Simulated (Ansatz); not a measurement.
## KV2I3O13, one structure, two calculations

Cell: a refined structure from the COD, its atoms then relaxed with PBE in this cell.

Space group Ima2 (No. 46); a = 14.1360, b = 10.2010, c = 8.0638 Å.

| site | Wyckoff | site symmetry | x | y | z |
| --- | --- | --- | --- | --- | --- |
| K | 4b | m.. | 0.7500 | 0.8914 | 0.5353 |
| V | 8c | 1 | 0.1283 | 0.4804 | 0.4846 |
| I7 | 4b | m.. | 0.2500 | 0.7214 | 0.7398 |
| I9 | 8c | 1 | 0.4923 | 0.2487 | 0.7524 |
| O13 | 8c | 1 | 0.1497 | 0.6179 | 0.6558 |
| O17 | 4b | m.. | 0.7500 | 0.1516 | 0.4467 |
| O19 | 8c | 1 | 0.5996 | 0.1559 | 0.8170 |
| O23 | 8c | 1 | 0.4011 | 0.1129 | 0.7814 |
| O27 | 8c | 1 | 0.4678 | 0.3439 | 0.9366 |
| O31 | 8c | 1 | 0.1503 | 0.3558 | 0.6049 |
| O35 | 4b | m.. | 0.7500 | 0.0122 | 0.9081 |
| O37 | 4a | ..2 | 0.0000 | 0.5000 | 0.5307 |

One atom of each set is listed; the run and its k-mesh use a cell of 38 atoms with edges of 9.60, 9.60, 9.60 Å.

First run. All values are calculated (Ansatz; DFT, PBE, plane waves and PAW, scalar-relativistic, 420 eV cutoff, Γ-centred 4×4×4 k-points, Fermi–Dirac smearing 0.02 eV), not measured.

```tsv
site	V_zz (10²¹ V/m²)	η
K	1.66	0.46
V	5.66	0.59
I7	-52.0	0.44
I9	-52.4	0.36
O13	13.72	0.40
O17	14.19	0.13
O19	13.25	0.37
O23	13.80	0.32
O27	13.50	0.06
O31	-1.94	0.44
O35	-4.87	0.20
O37	2.89	0.53
```

Second run. The same atoms and settings, except that the functional is r2SCAN and the cutoff is 500 eV.

Q: Given the first result, estimate the second.

A: 

```tsv
site	V_zz	η	change of V_zz
K	1.75	0.48	+0.09
V	5.62	0.65	-0.04
I7	-56.0	0.44	-3.95
I9	-56.1	0.36	-3.70
O13	14.41	0.38	+0.69
O17	14.96	0.11	+0.77
O19	13.97	0.34	+0.72
O23	14.50	0.32	+0.70
O27	14.35	0.07	+0.85
O31	-1.61	0.64	+0.33
O35	-5.13	0.30	-0.26
O37	3.31	0.49	+0.42
```

The largest change of V_zz is on I7, from -52.0 to -56.0. In per cent, |V_zz| changes by +6 on K, -1 on V, +7 to +8 on I, -17 to +15 on O (all sites that start above 0.5). Where |V_zz| stays above 0.1, η moves most on O31, from 0.44 to 0.64.

Without spin–orbit coupling the gradients at and beside I can be off by some per cent, at some sites by more.
For the second run: At this cell the principal stresses reach 6 GPa in size with r2SCAN, which can matter for small gradients. The largest force is 0.9 eV/Å, so the atoms aren't at the calculated equilibrium and relaxing them would move these values. With these PAW files V_zz is typically within 2 to 3 % of all-electron values, but misses above 10 % occur on I.
